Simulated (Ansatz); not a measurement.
Below is a relaxed structure of CrCdC₄N₄. The cell was found from a structure generator's guess, not taken from experiment.

All numbers below come from DFT PBE, scalar-relativistic, plane waves, PAW in Ansatz. Cutoff 420 eV, Γ-centred mesh, Gaussian smearing, collinear spin.

```yaml
crystal:
  lattice:
    - [6.93987, 0.00000, 0.00000]
    - [0.00000, 6.93987, 0.00000]
    - [0.00000, 0.00000, 4.39209]
  atoms:
    - { symbol: Cr, position: [0.00000, 0.00000, 0.50000] }
    - { symbol: Cd, position: [0.50000, 0.50000, 0.00000] }
    - { symbol: C, position: [0.20128, 0.79872, 0.37461] }
    - { symbol: C, position: [0.79872, 0.20128, 0.37461] }
    - { symbol: C, position: [0.20128, 0.20128, 0.62539] }
    - { symbol: C, position: [0.79872, 0.79872, 0.62539] }
    - { symbol: N, position: [0.30924, 0.69076, 0.26242] }
    - { symbol: N, position: [0.69076, 0.30924, 0.26242] }
    - { symbol: N, position: [0.30924, 0.30924, 0.73758] }
    - { symbol: N, position: [0.69076, 0.69076, 0.73758] }
```

Energies over the elements count from the elements' standard structures at the same level (N₂ as a molecule), with no fitted energy shifts.

Problem. What space group does it have?

Solution. P-42m (No. 111). Conventional cell: a = 6.940 Å, c = 4.392 Å. Cr is surrounded by 4 C at 2.05 Å; Cd has 4 N at 2.20 Å; C has 1 N at 1.17 Å and 1 Cr at 2.05 Å; around N lie 1 C at 1.17 Å and 1 Cd at 2.20 Å.

Problem. What is its formation energy per atom?

Solution. +0.374 eV/atom. A positive value: parting into the elements would lower its energy.

Problem. Is it a metal?

Solution. No, the gap on the 6×4×4 mesh is 1.63 eV.

Problem. Which magnetic moments does it keep?

Solution. 0.40 μB per atom net, the space between the atoms included; by site: Cr 2.8 μB.

The last run used collinear spin, a 6×4×4 mesh (in the run's order of axes) for its 10-atom cell and Gaussian smearing of 0.02 eV. Kohn–Sham gaps at this level usually fall short of measured ones. The reference form of C is held partly by dispersion forces, which this level lacks. Another magnetic order may lie lower. This cell was reached by moving the atoms of another relaxed cell at random and relaxing again, last within the group found; it had no such test of its own.
